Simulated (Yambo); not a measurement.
Yambo run on LiBaF₃ (cubic perovskite, space group Pm-3m, No. 221). The wavefunctions come from this Quantum ESPRESSO step (PBEsol, PseudoDojo standard norm-conserving files, scalar-relativistic):

```
&CONTROL
  calculation = 'nscf'
  pseudo_dir = './pseudo'
  outdir = './out'
/
&SYSTEM
  ibrav = 0
  nat = 5
  ntyp = 3
  ecutwfc = 84.0
  ecutrho = 336.0
  occupations = 'fixed'
  force_symmorphic = .true.
  nbnd = 123
/
&ELECTRONS
  conv_thr = 5e-09
  diago_full_acc = .true.
  diago_thr_init = 1e-08
/
ATOMIC_SPECIES
Li 6.9400 Li.upf
F 18.9984 F.upf
Ba 137.3270 Ba.upf
CELL_PARAMETERS angstrom
  3.988580000000   0.000000000000   0.000000000000
  0.000000000000   3.988580000000   0.000000000000
  0.000000000000   0.000000000000   3.988580000000
ATOMIC_POSITIONS crystal
Li   0.500000000000   0.500000000000   0.500000000000
F   0.000000000000   0.500000000000   0.500000000000
F   0.500000000000   0.000000000000   0.500000000000
F   0.500000000000   0.500000000000   0.000000000000
Ba   0.000000000000   0.000000000000   0.000000000000
K_POINTS automatic
4 4 4 0 0 0
```

Yambo input:

```
rim_cut
gw0
dyson
el_el_corr
HF_and_locXC
ppa
em1d
RandQpts= 1000000
RandGvec= 1 Ry
EXXRLvcs= 84 Ry
VXCRLvcs= 336 Ry
Chimod= "HARTREE"
% BndsRnXp
 2 | 121 |
%
NGsBlkXp= 8 Ry
% LongDrXp
 1.0 | 1.0 | 1.0 |
%
PPAPntXp= 27.2114 eV
% GbndRnge
 1 | 121 |
%
GTermKind= "BG"
DysSolver= "n"
ExtendOut
% QPkrange
 1 | 1 | 17 | 18 |
 3 | 3 | 17 | 18 |
 6 | 6 | 17 | 18 |
 10 | 10 | 17 | 18 |
%
```

k points by index: 1 = Γ, 3 = X, 6 = M, 10 = R.

The o-*.qp file then holds:

```
#    K-point    Band    Eo [eV]    E [eV]    E-Eo [eV]    Vxc [eV]    Vnlxc [eV]    Sc|Eo [eV]    Sc|E [eV]    dSc/dw|Eo [eV]    Re(Z)    Im(Z)
#
    1    17    0.000000    -2.113812    -2.113812    -22.56307    -30.19631    5.007988    5.519429    -6.583442    0.805192    -0.001088
    1    18    6.608133    7.729026    1.120893    -9.974806    -5.124275    -3.567119    -3.729639    -3.945182    0.873375    -0.702801E-3
    3    17    -0.460423    -2.658890    -2.198466    -22.01147    -29.84041    5.092828    5.630474    -6.654260    0.803508    -0.001128
    3    18    8.049778    9.371032    1.321254    -12.55682    -7.676906    -3.343377    -3.558657    -4.433476    0.859898    -0.772324E-3
    6    17    -0.182943    -2.297567    -2.114625    -22.39952    -30.09367    5.061621    5.579524    -6.664059    0.803276    -0.001110
    6    18    8.843913    10.20467    1.360757    -12.60025    -7.404618    -3.615954    -3.834876    -4.377616    0.861419    -0.754359E-3
    10    17    -0.155640    -2.259389    -2.103749    -22.48228    -30.17379    5.072247    5.587769    -6.667711    0.803189    -0.001106
    10    18    8.019875    9.277083    1.257208    -11.09251    -6.009801    -3.637949    -3.825504    -4.059291    0.870188    -0.636794E-3
```
(The two width columns are left out.) Convergence of these settings isn't established.

Geometry of the Materials Project entry, not relaxed at this level.

The structure is a Materials Project entry; no match was found in the copy of COD used, and its stability was not checked.
